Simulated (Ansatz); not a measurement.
Consider the following.

TiN (rock salt)

```cif
data_NTi
_chemical_formula_sum 'N1 Ti1'
_space_group_name_H-M_alt 'P 1'
_space_group_IT_number 1
_cell_length_a 2.99283
_cell_length_b 2.99283
_cell_length_c 2.99283
_cell_angle_alpha 60.000
_cell_angle_beta 60.000
_cell_angle_gamma 60.000
loop_
_space_group_symop_operation_xyz
  'x, y, z'
loop_
_atom_site_label
_atom_site_type_symbol
_atom_site_fract_x
_atom_site_fract_y
_atom_site_fract_z
_atom_site_occupancy
N1 N 0.00000 0.00000 0.00000 1
Ti1 Ti 0.50000 0.50000 0.50000 1
```

The volume is varied about the relaxed value V₀ at fixed cell shape. Symmetry pins the atoms to their sites.

The numbers are results of r2SCAN (plane waves to 500 eV, PAW, scalar-relativistic; Ansatz, an electronic-structure program), not measurements. k mesh 19×19×19 (Γ-centred), Fermi-Dirac smearing 0.05 eV. Energies are smeared free energies. Stress and pressure are positive under compression. TiN is run without spin polarisation. TiN was relaxed with its symmetry unable to fall. The zero of ΔE is the relaxed starting cell.

The scan covers V/V₀ from 0.940 to 1.060 in 13 points.

Question: What pressure does the cell carry at V/V₀ = 0.940?

Answer: 20.8 GPa.

Question: What is ΔE at V/V₀ = 1.060?

Answer: 28 meV/atom.

Question: What is ΔE at V/V₀ = 0.940?

Answer: 35 meV/atom.

(Under strain, the slope of the energy per volume gives the stress and its curvature an elastic modulus.)
